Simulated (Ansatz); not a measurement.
Given:

WSe$_{2}$ (2H-MoS2 type, space group P6_3/mmc)

```yaml
crystal:
  lattice:
    - [3.27899, 0.00000, 0.00000]
    - [-1.63949, 2.83969, 0.00000]
    - [0.00000, 0.00000, 12.78582]
  atoms:
    - { symbol: W, position: [0.33333, 0.66667, 0.25000] }
    - { symbol: W, position: [0.66667, 0.33333, 0.75000] }
    - { symbol: Se, position: [0.33333, 0.66667, 0.61827] }
    - { symbol: Se, position: [0.66667, 0.33333, 0.11827] }
    - { symbol: Se, position: [0.66667, 0.33333, 0.38173] }
    - { symbol: Se, position: [0.33333, 0.66667, 0.88173] }
```

In this cell atom 1 (W, nearest neighbour Se at 2.534 Å; its periodic images, 3.3 Å or more away, move with it) is moved by s along Cartesian [110], unit vector (0.707, 0.707, 0.000); all other atoms and the cell stay fixed.

Calculation: PBE-D3(BJ) (plane waves to 420 eV, PAW, scalar-relativistic; Ansatz, a quantum-chemistry and plane-wave program). k mesh 9×9×2 (Γ-centred), Fermi-Dirac smearing 0.05 eV. The energy includes the smearing's −TS. Left out: 1 of 11 points, with atoms too close for the PAW data. As the smearing reaches across the gap at some points, energies and forces of such displacements shift with the k mesh and the smearing. Spin-orbit coupling is left out, though W is heavy. The PAW data are Ansatz's earlier set. WSe2 is run without spin polarisation. WSe2 was relaxed with its symmetry unable to fall. The zero of ΔE is the undisplaced structure.

The scan covers s from -0.608 to 0.760 Å in 10 points.

Problem. Is the energy the same for displacements of ±0.608 Å, and if not, which side lies higher?

Solution. Not even: the negative side lies higher at ±0.608 Å. With its periodic images moving along, the atom's site symmetry in this cell is -6m2.

Problem. What is the energy change at s = 0.760 Å?

Solution. 3370 meV/cell.

Problem. What force acts on the atom along the line at s = -0.608 Å?

Solution. 9.56 eV/Å.

Problem. What is the force constant k = d²E/ds² of this move at s = 0?

Solution. 18.5 eV/Å².

(A displaced cell: forces are minus the slopes of the energy, force constants its curvatures, and phonons follow from these.)
